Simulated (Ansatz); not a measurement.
**What hybrid functionals make of LiF**

```
CELL_PARAMETERS angstrom
0.00000 2.01400 2.01400
2.01400 0.00000 2.01400
2.01400 2.01400 0.00000
ATOMIC_POSITIONS crystal
Li 0.00000 0.00000 0.00000
F 0.50000 0.50000 0.50000
```

All runs: Ansatz, plane waves and PAW, scalar-relativistic (no spin–orbit coupling), 6×6×6 k-mesh, Gaussian smearing of 0.05 eV, no spin polarisation. Semilocal reference PBE: gap 9.09 eV, pressure 2.1 GPa. The hybrids carry no U.

**Question.** How do gap and pressure depend on the exact exchange?

**Answer.** 
```json
{"functional": "HSE06-type hybrid with an exact-exchange fraction of 0.1", "gap": "10.00 eV", "pressure (GPa)": "0.9", "cutoff (eV)": "420", "core-seconds": "6.5"}
{"functional": "PBE0-type hybrid with an exact-exchange fraction of 0.15", "gap": "10.92 eV", "pressure (GPa)": "0.2", "cutoff (eV)": "420", "core-seconds": "6.2"}
{"functional": "HSE06-type hybrid with a screening parameter of 0.3 Å⁻¹", "gap": "11.11 eV", "pressure (GPa)": "-0.9", "cutoff (eV)": "420", "core-seconds": "6.5"}
{"functional": "B3LYP", "gap": "11.70 eV", "pressure (GPa)": "-0.2", "cutoff (eV)": "420", "core-seconds": "6.3"}
{"functional": "r2SCAN0", "gap": "12.78 eV", "pressure (GPa)": "-3.8", "cutoff (eV)": "500", "core-seconds": "9.5"}
{"functional": "PBE0-type hybrid with an exact-exchange fraction taken as 1/ε∞", "gap": "15.11 eV", "pressure (GPa)": "-3.8", "cutoff (eV)": "420", "core-seconds": "10"}
```

In the PBE0 form the gap grows almost linearly with the exact-exchange fraction, by 1.24 eV for each tenth. The dielectric-dependent PBE0 form takes the fraction 0.486 = 1/ε∞, that is ε∞ = 2.1. Measured gap: 14.20 eV (direct; a printed reference work (monograph)); 13.60 eV (a printed reference work (monograph)).

Caveats: core times come from shared hosts and scatter; gaps are read on a coarse mesh; stress loosely converged.
